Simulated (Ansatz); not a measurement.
MgO (rock salt)

```
MgO
1.0
    0.00000     4.25445     4.25445
    2.12722     2.12722     4.25445
    2.12722     2.12722     0.00000
O Mg
2 2
Direct
  0.00000   0.00000   0.00000
  0.50000   0.00000   0.00000
  0.00000   0.50000   0.50000
  0.50000   0.50000   0.50000
```

A phonon eigenvector at X = (0.5, 0.5, 0.0) is frozen into this cell: atom i moves by Q times the vector below, so Q is the largest atomic displacement, in Å. The cell is held. (q is in reciprocal vectors of the primitive cell; the cell shown is doubled to hold the pattern.)

```csv
atom,x,y,z
O1,0.000,0.000,1.000
O2,0.000,0.000,-1.000
Mg3,0.000,0.000,0.089
Mg4,0.000,0.000,-0.089
```

Computed with PBE (plane waves to 420 eV, PAW, scalar-relativistic; Ansatz, a first-principles code). k mesh 13×13×13 (Γ-centred), Fermi-Dirac smearing 0.05 eV. MgO was relaxed with its symmetry unable to fall. The PAW data are Ansatz's earlier set. 

```csv
Q (Å),−dE/dQ from forces (eV/Å)
-0.180,6.213
-0.150,5.105
-0.120,4.037
-0.090,3.001
-0.060,1.988
-0.030,0.990
0.000,0.000
0.030,-0.990
0.060,-1.988
0.090,-3.001
0.120,-4.037
0.150,-5.105
0.180,-6.213
```

Question: What harmonic wavenumber does the curvature at Q = 0 give?

Answer: 526 cm⁻¹. E″ = 32.95 eV/Å², M = Σ mᵢ|uᵢ|² = 32.4 u, ν̃ = 521.5·√(|E″|/M).

(For displaced atoms, the force is minus the slope of the energy, and its curvature is a force constant, which sets phonon frequencies.)
